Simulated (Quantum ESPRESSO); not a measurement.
# PGe6Al: input and log of a self-consistent run

Computed values, not a measurement. The program is pw.x of Quantum ESPRESSO 7.5 (plane-wave density functional theory). The cell is made up: 8 atoms on a zincblende/diamond lattice, with randomly drawn elements, strain and displacements, not relaxed. PseudoDojo standard norm-conserving files (v0.5 for PBE, v0.4.1 for LDA and PBEsol) set the functional; there is no spin polarisation, spin-orbit coupling or dispersion term, and the masses in the input are unused placeholders.

Input:

```
&control calculation='scf', pseudo_dir='./dojo.nc.sr.pbe.v0_5.standard.upf', outdir='./o', disk_io='low', tprnfor=.true., tstress=.true. /
&system ibrav=0, nat=8, ntyp=3, nbnd=56, ecutwfc=77.98206166, nosym=.true., tot_charge=0,
 occupations='smearing', smearing='fd', degauss=0.0073498644
/
&electrons conv_thr=7.350e-09, electron_maxstep=60, /
ATOMIC_SPECIES
Al 1.0 Al.upf
Ge 1.0 Ge.upf
P 1.0 P.upf
CELL_PARAMETERS angstrom
5.6959 0.0 0.0
0.0 5.6959 0.0
0.0 0.0 5.7651
ATOMIC_POSITIONS angstrom
P -0.0365 0.0534 -0.1764
Ge 0.1017 2.8268 2.9527
Al 2.7244 -0.0446 2.7483
Ge 2.8863 2.8595 0.0758
Ge 1.4466 1.5063 1.4254
Ge 1.5017 4.2966 4.3635
Ge 4.2599 1.3841 4.2873
Ge 4.31 4.3346 1.3693
K_POINTS automatic
6 6 6 1 1 1
```

The log is shortened where brackets say so; the opening notice, blank lines, dates and the lines on written files are dropped, and the path of the files is cut. It prints rydbergs, bohrs and kilobars, and counts compression as positive stress.

```
     Program PWSCF v.7.5
     Parallel version (MPI & OpenMP), running on       4 processor cores
     Number of MPI processes:                 4
     Threads/MPI process:                     1
     [start-up lines left out]
     bravais-lattice index     =            0
     lattice parameter (alat)  =      10.7637  a.u.
     unit-cell volume          =    1262.1999 (a.u.)^3
     number of atoms/cell      =            8
     number of atomic types    =            3
     number of electrons       =        92.00
     number of Kohn-Sham states=           56
     kinetic-energy cutoff     =      77.9821  Ry
     charge density cutoff     =     311.9282  Ry
     scf convergence threshold =      7.3E-09
     mixing beta               =       0.7000
     number of iterations used =            8  plain     mixing
     Exchange-correlation= PBE
                           (   1   4   3   4   0   0   0)
     [axes and pseudopotential details left out]
   Cartesian axes
     site n.     atom                  positions (alat units)
         1        P      tau(   1) = (  -0.0064081   0.0093752  -0.0309696  )
         2        Ge     tau(   2) = (   0.0178549   0.4962868   0.5183904  )
         3        Al     tau(   3) = (   0.4783090  -0.0078302   0.4825050  )
         4        Ge     tau(   4) = (   0.5067329   0.5020278   0.0133078  )
         5        Ge     tau(   5) = (   0.2539722   0.2644534   0.2502502  )
         6        Ge     tau(   6) = (   0.2636458   0.7543321   0.7660774  )
         7        Ge     tau(   7) = (   0.7478888   0.2429994   0.7526993  )
         8        Ge     tau(   8) = (   0.7566846   0.7610035   0.2404010  )
     number of k points=   108  Fermi-Dirac smearing, width (Ry)=  0.0073
     Number of k-points >= 100: set verbosity='high' to print them.
     Dense  grid:   117377 G-vectors     FFT dimensions: (  64,  64,  64)
     Estimated max dynamical RAM per process >     512.52 MB
     Estimated total dynamical RAM >       1.92 GB
     Initial potential from superposition of free atoms
     starting charge      91.9925, renormalised to      92.0000
     Starting wfcs are   62 randomized atomic wfcs
     total cpu time spent up to now is        8.0 secs
     per-process dynamical memory:   449.0 Mb
     Self-consistent Calculation
     iteration #  1     ecut=    77.98 Ry     beta= 0.70
     Davidson diagonalization with overlap
     ethr =  1.00E-02,  avg # of iterations =  3.2
     Threshold (ethr) on eigenvalues was too large:
     Diagonalizing with lowered threshold
     Davidson diagonalization with overlap
     ethr =  1.56E-04,  avg # of iterations =  7.0
     total cpu time spent up to now is       51.2 secs
     total energy              =   -1090.28204420 Ry
     estimated scf accuracy    <       0.15782424 Ry
     iteration #  2     ecut=    77.98 Ry     beta= 0.70
     Davidson diagonalization with overlap
     ethr =  1.72E-04,  avg # of iterations =  2.0
     total cpu time spent up to now is       67.6 secs
     total energy              =   -1090.28387016 Ry
     estimated scf accuracy    <       0.03717884 Ry
     iteration #  3     ecut=    77.98 Ry     beta= 0.70
     Davidson diagonalization with overlap
     ethr =  4.04E-05,  avg # of iterations =  3.1
     total cpu time spent up to now is       87.7 secs
     total energy              =   -1090.29296542 Ry
     estimated scf accuracy    <       0.02983907 Ry
     iteration #  4     ecut=    77.98 Ry     beta= 0.70
     Davidson diagonalization with overlap
     ethr =  3.24E-05,  avg # of iterations =  2.0
     total cpu time spent up to now is      103.5 secs
     total energy              =   -1090.29836537 Ry
     estimated scf accuracy    <       0.00154303 Ry
     iteration #  5     ecut=    77.98 Ry     beta= 0.70
     Davidson diagonalization with overlap
     ethr =  1.68E-06,  avg # of iterations =  8.2
     total cpu time spent up to now is      123.8 secs
     total energy              =   -1090.29875348 Ry
     estimated scf accuracy    <       0.00008688 Ry
     iteration #  6     ecut=    77.98 Ry     beta= 0.70
     Davidson diagonalization with overlap
     ethr =  9.44E-08,  avg # of iterations =  3.0
     total cpu time spent up to now is      141.1 secs
     total energy              =   -1090.29877574 Ry
     estimated scf accuracy    <       0.00001298 Ry
     iteration #  7     ecut=    77.98 Ry     beta= 0.70
     Davidson diagonalization with overlap
     ethr =  1.41E-08,  avg # of iterations =  2.0
     total cpu time spent up to now is      158.8 secs
     total energy              =   -1090.29877880 Ry
     estimated scf accuracy    <       0.00000088 Ry
     iteration #  8     ecut=    77.98 Ry     beta= 0.70
     Davidson diagonalization with overlap
     ethr =  9.52E-10,  avg # of iterations =  3.3
     total cpu time spent up to now is      177.3 secs
     total energy              =   -1090.29877903 Ry
     estimated scf accuracy    <       0.00000016 Ry
     iteration #  9     ecut=    77.98 Ry     beta= 0.70
     Davidson diagonalization with overlap
     ethr =  1.75E-10,  avg # of iterations =  2.2
     total cpu time spent up to now is      194.1 secs
     total energy              =   -1090.29877908 Ry
     estimated scf accuracy    <       0.00000002 Ry
     iteration # 10     ecut=    77.98 Ry     beta= 0.70
     Davidson diagonalization with overlap
     ethr =  2.22E-11,  avg # of iterations =  2.6
     total cpu time spent up to now is      213.8 secs
     End of self-consistent calculation
     Number of k-points >= 100: set verbosity='high' to print the bands.
     the Fermi energy is     7.9230 ev
!    total energy              =   -1090.29877909 Ry
     estimated scf accuracy    <          2.7E-09 Ry
     smearing contrib. (-TS)   =      -0.00187625 Ry
     internal energy E=F+TS    =   -1090.29690284 Ry
     The total energy is F=E-TS. E is the sum of the following terms:
     one-electron contribution =    -625.30459464 Ry
     hartree contribution      =     369.57166399 Ry
     xc contribution           =    -267.98583437 Ry
     ewald contribution        =    -566.57813782 Ry
     convergence has been achieved in  10 iterations
     Forces acting on atoms (cartesian axes, Ry/au):
     atom    1 type  3   force =     0.02285900   -0.01216705    0.04774474
     atom    2 type  2   force =    -0.03273438    0.02395232   -0.01401377
     atom    3 type  1   force =     0.03541929    0.00829464    0.01604740
     atom    4 type  2   force =     0.01394508    0.00058984   -0.03166466
     atom    5 type  2   force =    -0.02387813   -0.03171709   -0.01037074
     atom    6 type  2   force =    -0.00563839    0.00191744   -0.00423323
     atom    7 type  2   force =    -0.03396278    0.00463393   -0.03042333
     atom    8 type  2   force =     0.02399032    0.00449599    0.02691359
     Total force =     0.112817     Total SCF correction =     0.000273
     Computing stress (Cartesian axis) and pressure
          total   stress  (Ry/bohr**3)                   (kbar)     P=        8.92
   0.00006259  -0.00000899  -0.00002986            9.21       -1.32       -4.39
  -0.00000899   0.00009176  -0.00004724           -1.32       13.50       -6.95
  -0.00002986  -0.00004724   0.00002759           -4.39       -6.95        4.06
     init_run     :      7.70s CPU      7.90s WALL (       1 calls)
     electrons    :    205.00s CPU    205.80s WALL (       1 calls)
     forces       :      2.39s CPU      2.40s WALL (       1 calls)
     stress       :      8.19s CPU      8.19s WALL (       1 calls)
     [timing details left out]
     PWSCF        :   3m43.41s CPU   3m44.51s WALL
     JOB DONE.
```

In other units: free energy -14834.271 eV for the cell, pressure 0.89 GPa, largest force component 1.228 eV/Å. A rerun of this cell at 1347 eV and a 8 x 8 x 8 mesh moved values by no more than 0.002 eV in energy, 0.03 GPa in stress and 0.006 eV/Å in force.